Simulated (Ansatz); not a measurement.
The guess for SiBr was made by a generator: close-packed anion layers stacked AB, with sites between them filled layer by layer (P6_3mc, No. 186) (elements of the layers in order: Br Br). Lengths were set from tabulated atomic sizes, so they are only a guess.

```cif
data_structure
_symmetry_space_group_name_H-M 'P6_3mc'
_symmetry_Int_Tables_number 186
_cell_length_a 3.8465
_cell_length_b 3.8465
_cell_length_c 6.3286
_cell_angle_alpha 90.000
_cell_angle_beta 90.000
_cell_angle_gamma 120.000
_cell_volume 81.09
loop_
_atom_site_label
_atom_site_type_symbol
_atom_site_symmetry_multiplicity
_atom_site_Wyckoff_symbol
_atom_site_fract_x
_atom_site_fract_y
_atom_site_fract_z
_atom_site_occupancy
Si1 Si 2 b 0.33333 0.66667 0.37313 1
Br1 Br 2 b 0.33333 0.66667 0.00000 1
```

These are results of Ansatz, DFT PBE, scalar-relativistic, plane waves, PAW, not measurements. Cutoff 420 eV, Gaussian smearing, Γ-centred meshes. Cell and atoms relax first on a coarse mesh and then on a finer one. In between, the cell is made exact in the group found at 0.06 Å. In metals the finer mesh still leaves noise of several meV/atom or more. The steps can't lower the symmetry of their start. No spin polarisation.

A guess keeps its type if space group and coordination stay and the shape of the cell changes little (axis ratios within about 15 %, angles within 6°); the volume may change.

Q: Does this structure survive the relaxation?

A: It doesn't keep its type. The symmetry stays P6_3mc (No. 186). The volume per atom grows by 22.4 %, from 20.3 to 24.8 Å³. The shortest distance goes from 2.36 Å (Si–Br) to 2.72 Å (Si–Br). The ratio c/a of the conventional cell changes by a factor of 1.88. Counting neighbours within 15 % of an atom's shortest distance, the start has Br 4, Si 4 and the end Br 3, Si 3. In detail, at the end Si has 3 Br at 2.72 Å, 1 Br at 3.24 Å and 6 Si at 3.33 Å; Br has 3 Si at 2.72 Å, 1 Si at 3.24 Å and 6 Br at 3.33 Å.

```
Si Br
1.0
     3.33210    0.00000    0.00000
    -1.66605    2.88568    0.00000
     0.00000    0.00000   10.32021
Si Br
2 2
Direct
  0.33333 0.66667 0.34336
  0.66667 0.33333 0.84336
  0.33333 0.66667 0.02978
  0.66667 0.33333 0.52978
```

The zero of energy is the elements' standard structures at the same level; no fitted shifts are applied. The references include crystalline Br.

Q: At what energy does it end?

A: +0.50 eV/atom. A positive value: parting into the elements would lower its energy.

The last run used a 15×15×6 mesh (in the run's order of axes) for its 4-atom cell and Gaussian smearing of 0.10 eV. Weakly bound directions are ill-defined at this level, which has no dispersion term. The reference form of Br is held partly by dispersion forces, which this level lacks. Symmetry constrained the relaxation, so the result can be a saddle point.
